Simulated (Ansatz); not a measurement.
MgCdS₂:
```
CELL_PARAMETERS angstrom
      3.78191     0.00000     0.00000
      0.00000     3.78191     0.00000
      0.00000     0.00000     5.35369
ATOMIC_POSITIONS crystal
  Mg 0.50000 0.50000 0.50000
  Cd 0.00000 0.00000 0.00000
  S  0.00000 0.00000 0.50000
  S  0.50000 0.50000 0.00000
```

Relaxed with r²SCAN.

### Question
Map the electron localisation function on the plane through (0.500, 0.500, 0.500) spanned by u = [0, 0, 1] and v = [1, 1, 0] in lattice vectors, from r²SCAN (plane waves, PAW; program Ansatz).

### Answer
x is the fraction of u, y of v (the angle between them is 90°; rows are the nearest grid lines); atoms in the plane: Mg at (0.00, 0.00), Cd at (0.50, 0.50), S at (0.00, 0.50), S at (0.50, 0.00).
```
|.:==  +@@@@#.  .#@@@@+  ==:.|
|:-=-  +%@@@#-  -#@@@%+  -=-:|
|===:  +%@@@@#==#@@@@%+  :===|
|      :+#%@@@@@@@@%#+:      |
|      .:=*#%%@@%%#*=:.      |
|++==:. .:-=+****+=-:. .:==++|
|%%%#=:. ...::::::... .:=#%%%|
|@@@%#=:. .......... .:=#%@@@|
|@@@@%*-....::--::....-*%@@@@|
|##%@@%+:.:-++**++-:.:+%@@%##|
|.-*@@%*:.:=+#%%#+=:.:*%@@*-.|
|  =%@@*:.-+*%@@%*+-.:*@@%=  |
|  =%@@*:.-+*%@@%*+-.:*@@%=  |
|.-*@@%*:.:=+#%%#+=:.:*%@@*-.|
|##%@@%+:.:-++**++-:.:+%@@%##|
|@@@@%*-....::--::....-*%@@@@|
|@@@%#=:. .......... .:=#%@@@|
|%%%#=:. ...::::::... .:=#%%%|
|++==:. .:-=+****+=-:. .:==++|
|      .:=*#%%@@%%#*=:.      |
|      :+#%@@@@@@@@%#+:      |
|===:  +%@@@@#==#@@@@%+  :===|
|:-=-  +%@@@#-  -#@@@%+  -=-:|
|.:==  +@@@@#.  .#@@@@+  ==:.|
```
Scale: ten equal steps from 0.004 (start of ' ') to 0.891 (end of '@'), in the order ' .:-=+*#%@'; x runs from 0.000 to 1.00, y from 0.000 (bottom) to 1.00 (top).

The density is the valence pseudo-density with augmentation charge, so density and ELF within about 1 Å of a nucleus are not all-electron values.

Space group P4/mmm. The first step of the workflow began from a Materials Project structure, measured or hypothetical; the Crystallography Open Database copy checked does not list it. With Mg and Cd taken as one species the cell has the higher symmetry Fm-3m, so it may be an ordered model of a mixed-site phase. Its standing as an ambient phase is unchecked. The r²SCAN relaxation kept the symmetry of its start; of distortions, only those at the zone centre were tested.

Potentials: the later of the program's two PAW sets.
